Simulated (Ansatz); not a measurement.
Ga₂O₃ — electric field gradients

The cell is a computed structure from the Materials Project (it need not be an observed phase), ions relaxed with PBE at fixed cell.

Space group R-3c:H (No. 167); a = 4.9974, c = 13.4506 Å, γ = 120.00°.

| site | Wyckoff | site symmetry | x | y | z |
| --- | --- | --- | --- | --- | --- |
| Ga | 12c | 3. | 0.0000 | 0.0000 | 0.3559 |
| O | 18e | .2 | 0.3333 | 0.3635 | 0.9167 |

One atom of each set is listed; the run and its k-mesh use a cell of 10 atoms with edges of 5.33, 5.33, 5.33 Å.

Method: Kohn–Sham DFT in Ansatz, PBE, plane waves and PAW, scalar-relativistic, 420 eV cutoff, Γ-centred 7×7×7 k-points, Fermi–Dirac smearing 0.01 eV.

Conventions: |V_zz| ≥ |V_yy| ≥ |V_xx|, η = (V_xx − V_yy)/V_zz, C_Q = eQV_zz/h.

Ga-69: I = 3/2, Q = 171.0 mb; 17O: I = 5/2, Q = -25.58 mb. Q values from Pyykkö, Mol. Phys. 116, 1328 (2018).

Question: What field gradients does the calculation give at each kind of site?

Answer: 

```
site  atoms          first shell  V_xx, V_yy, V_zz (10²¹ V/m²)     η  C_Q (MHz)
  Ga      4   6 O at 1.93–2.08 Å            -1.33, -1.33, 2.67  0.00       11.0
   O      6  4 Ga at 1.93–2.08 Å             1.02, 4.22, -5.24  0.61       3.24
```

An axis of threefold or higher order runs through Ga, so V_zz lies along it and η is zero.

At this cell the PBE pressure is 8 GPa, so with PBE the cell would grow if it were relaxed. The entry's cell may itself be off.

The relaxation (4 steps) took 43 s of wall time (43 s of CPU time) and 0.49 GiB at its peak, on 1 thread of Arm Neoverse V2 (aarch64; 8 cores open to the job, memory cap 3.0 GiB, no GPU), a shared host with a load of 0.3 a core.
